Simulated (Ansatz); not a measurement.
Question: CuAu (L1₀ or tetragonal B2, space group No. 123) is relaxed with plane-wave PAW LDA (Ansatz code). What lattice parameters of the conventional cell result?

Answer: a = 2.765 Å, c = 3.603 Å.

Space group P4/mmm (L1₀ or tetragonal B2). Symmetry was held in the LDA relaxation; of distortions, only those at the zone centre were tested. The run is not spin-polarised. Axis ratios of metals converge slowly with the k-mesh, so a and c are less sure than the volume. Spin–orbit coupling is left out wherever it is not named.

Potentials: the earlier of the program's two PAW sets.
